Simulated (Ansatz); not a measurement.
**K: how the energy converges with the cutoff**

K, P-1, a = 4.398 Å, b = 4.419 Å, c = 8.579 Å, α, β, γ = 104.6°, 104.9°, 89.1°. Ansatz: PBEsol, PAW, cutoff varied, Γ-centred 8×8×4 mesh on 2 atoms, Gaussian smearing 0.10 eV; no spin polarisation. Single points at one geometry with displaced atoms, the cutoff alone changed; ΔE is the energy at zero smearing over the run at 600 eV (runs within 0.3 meV/atom of it are left out). The runs up to 350 eV lie under the cutoff recommended for these PAW datasets.

```
cutoff (eV)  ΔE (meV/atom)
        200              ?
        250         135.44
        300          13.58
        350           0.79
```

Assume ΔE falls exponentially with the cutoff, fit y = ln ΔE against x, the cutoff in eV, to the other rows, and predict the missing value.

y = 4.909, 2.609, -0.236. Means x = 300.0, y = 2.4273; Σ(Δx)² = 5000, ΣΔxΔy = -257.2; the slope is their ratio. y = 17.86 − 0.05145 x, a factor of ten per 45 eV. At 200 eV this gives ΔE = 1939.14 meV/atom. The run gave 930.04, a ratio of 2.09. Between neighbouring rows the decay runs from a factor of ten per 40 eV to one per 60 eV, so one exponential is only a rough guide.

This form isn't the element's structure at ambient conditions.